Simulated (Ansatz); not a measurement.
CdTe:
```xyz
2
Lattice="0.0000 3.2043 3.2043 3.2043 0.0000 3.2043 3.2043 3.2043 0.0000" Properties=species:S:1:pos:R:3 pbc="T T T"
Te     4.8065     4.8065     4.8065
Cd     0.0000     0.0000     0.0000
```

This is the LDA-relaxed structure. Cartesian axes are those of the cell as given.

Question: All from the program Ansatz at the LDA level (PAW), unless another level is named. Estimate the Debye temperature from the elastic constants.

Answer: 166 K.

Question: Predict the piezoelectric stress constants (proper, relaxed ions, C/m²).

Answer: e14 = e25 = e36 = -0.05.

Space group F-43m (zinc blende). Symmetry was held in the LDA relaxation; of distortions, only those at the zone centre were tested. Spin–orbit coupling is left out wherever it is not named.

Potentials: the later of the program's two PAW sets.
